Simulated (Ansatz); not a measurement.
Given:

Relaxed C (space group P6_3/mmc):

```
CELL_PARAMETERS angstrom
      2.44493     0.00000     0.00000
     -1.22247     2.11738     0.00000
      0.00000     0.00000     6.63682
ATOMIC_POSITIONS crystal
  C  0.00000 0.00000 0.25000
  C  0.00000 0.00000 0.75000
  C  0.33333 0.66667 0.25000
  C  0.66667 0.33333 0.75000
```

The atoms are displaced by Q × the pattern below (from a DFPT mode at Γ, largest move 1; Q in Å), at fixed cell. It is one choice among 2 degenerate patterns.

| atom | x | y | z |
|---|---|---|---|
| C1 | 0.000 | 1.000 | 0.000 |
| C2 | 0.000 | 1.000 | 0.000 |
| C3 | 0.000 | -1.000 | 0.000 |
| C4 | 0.000 | -1.000 | 0.000 |

All values below come from LDA (plane waves to 420 eV, PAW, scalar-relativistic; Ansatz, a first-principles code). k mesh 15×15×5 (Γ-centred), Fermi-Dirac smearing 0.05 eV. The energy includes the smearing's −TS. Left out: 4 of 13 points, with atoms too close for the PAW data. With partly filled bands, energies and forces of such displacements shift with the k mesh and the smearing. C was relaxed with its symmetry unable to fall. The zero of ΔE is the undisplaced structure.

The scan covers Q from -0.120 to 0.120 Å in 9 points.

### Question
Is this a single well or a double well?

### Answer
A single well with its minimum at or next to zero displacement.

### Question
Is the energy the same for equal positive and negative displacements?

### Answer
Even: the same for both signs.

### Question
Which space group does the distorted structure have?

### Answer
Amm2 (No. 38), lowered from P6_3/mmc.

### Question
What is the energy change at Q = 0.120 Å?

### Answer
3251 meV/cell.

### Question
What harmonic wavenumber does the curvature at Q = 0 give?

### Answer
1596 cm⁻¹.

(A displaced cell: forces are minus the slopes of the energy, force constants its curvatures, and phonons follow from these.)
